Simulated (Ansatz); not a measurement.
BeS (rock salt, Fm-3m), the program Ansatz at the r²SCAN level (PAW), all energies at zero smearing, with the estimated change up to a 700 eV cutoff added, with one set of potentials and settings (totals compare only within such a set). Cell of 2 atoms (1 S, 1 Be): -1000.360 eV.

```tsv
element	reference phase	E (eV/atom)
S	P2/c, 32 atoms in the cell	-905.8156
Be	P6_3/mmc, 2 atoms in the cell	-93.3347
```

Formation energy per atom, worked out: (-1000.360 − 1×(-905.8156) − 1×(-93.3347))/2 = -0.605 eV/atom (-58 kJ per mol of atoms), at 0 K, without zero-point energy or fitted corrections.

The cell is a constructed one: a structure type filled with these elements; neither database checked (COD, Materials Project) lists it. COD files the formula under space group No. 216, so this cell is another polymorph or a model. Whether it is the stable phase at ambient conditions was not checked. Symmetry was held in the r²SCAN relaxation; whether a distortion lowers the energy is not shown. The references are the lowest solids computed at this level, not always the standard phases.

Potentials: the later of the program's two PAW sets.
